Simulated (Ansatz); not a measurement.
A (001) slab of Ru (P6_3/mmc (No. 194)), 7 planes, outer planes Ru (top) and Ru (bottom), with 7 atoms (Ru7) in a surface cell of A = 6.324 Å², as cut from the bulk:

```xyz
7
Lattice="2.7023 0.0000 0.0000 -1.3512 2.3403 0.0000 0.0000 0.0000 27.7979" Properties=species:S:1:pos:R:3 pbc="T T T"
Ru    1.3512    0.7801    7.5000
Ru    0.0000    1.5602    9.6330
Ru    1.3512    0.7801   11.7660
Ru    0.0000    1.5602   13.8989
Ru    1.3512    0.7801   16.0319
Ru    0.0000    1.5602   18.1649
Ru    1.3512    0.7801   20.2979
```

All numbers below come from DFT r2SCAN, scalar-relativistic, plane waves, PAW (Ansatz 0.2.0). Settings: cutoff 500 eV, Γ-centred mesh 15×15×1 on the computed 7-atom cell, Gaussian smearing of 0.10 eV; no spin polarisation. The cell repeats along c with a dipole correction in the vacuum.

Against the same 7 atoms in the bulk, the slab as cut lies 2.332 eV higher and the relaxed slab 2.250 eV higher.

Q: Work out the surface energy before and after relaxation.

A: The slab has two faces, so γ = (E_slab − N·E_bulk)/(2A), the mean of both. As cut: 2.332/(2 × 6.324) = 0.1844 eV/Å², and 1 eV/Å² = 16.02 J/m², so γ = 2.95 J/m². Relaxed: 2.250/(2 × 6.324) = 0.1779 eV/Å² = 2.85 J/m². Relaxation recovers 4 % of the cost of cutting.

Q: What is the ideal work of this cut, per area?

A: Griffith's ideal work is 2γ: 5.91 J/m² if the new faces stay rigid, 5.70 J/m² if they relax. One thickness was run, 7 planes, so γ can still shift with it.